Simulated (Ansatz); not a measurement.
LiF (rock salt, Fm-3m), a = 4.0678 Å, b = 4.0678 Å, c = 4.0678 Å, α = 90.00°, β = 90.00°, γ = 90.00°; the cell used has 2 atoms.

This is the PBE-relaxed structure.

Task: All from the program Ansatz at the PBE level (PAW), unless another level is named. Predict the electron effective mass.

Result: 0.86 mₑ (isotropic).

Task: Next, the band gap?

Result: 8.84 eV (smallest direct gap 8.84 eV).

Task: What about the weight of the valence-edge state by species (Voronoi cells)?

Result: F 96 %, Li 4 %.

Task: Predict the weight of the conduction-edge state by species (Voronoi cells).

Result: Li 53 %, F 47 %.

Task: And the valence-band maximum?

Result: on the K–Γ line, 82 % of the way from K.

Task: What about the conduction-band minimum?

Result: at Γ.

The PBE relaxation kept the symmetry of its start.

Potentials: the earlier of the program's two PAW sets.
